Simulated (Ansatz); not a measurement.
NbPd in space group R-3m (No. 166; Nb on 3a, Pd on 3b), PBE (plane waves, PAW; program Ansatz), all energies at zero smearing, with the estimated change up to a 700 eV cutoff added, with one set of potentials and settings (totals compare only within such a set). Cell of 2 atoms (1 Nb, 1 Pd): -11525.413 eV.

```json
[
 {"element": "Nb", "reference phase": "Im-3m, 1 atoms in the cell", "E (eV/atom)": "-4552.2836"},
 {"element": "Pd", "reference phase": "Fm-3m, 1 atoms in the cell", "E (eV/atom)": "-6972.8544"}
]
```

Formation energy per atom, worked out: (-11525.413 − 1×(-4552.2836) − 1×(-6972.8544))/2 = -0.138 eV/atom (-13 kJ per mol of atoms), at 0 K, without zero-point energy or fitted corrections.

The first step of the workflow began from a Materials Project structure, measured or hypothetical; the Crystallography Open Database copy checked does not list it. With Nb and Pd taken as one species the cell has the higher symmetry Fm-3m, so it may be an ordered model of a mixed-site phase. Its standing as an ambient phase is unchecked. The PBE relaxation kept the symmetry of its start; whether a distortion lowers the energy is not shown. The run is not spin-polarised. The references are the lowest solids computed at this level, not always the standard phases.

Potentials: the later of the program's two PAW sets.
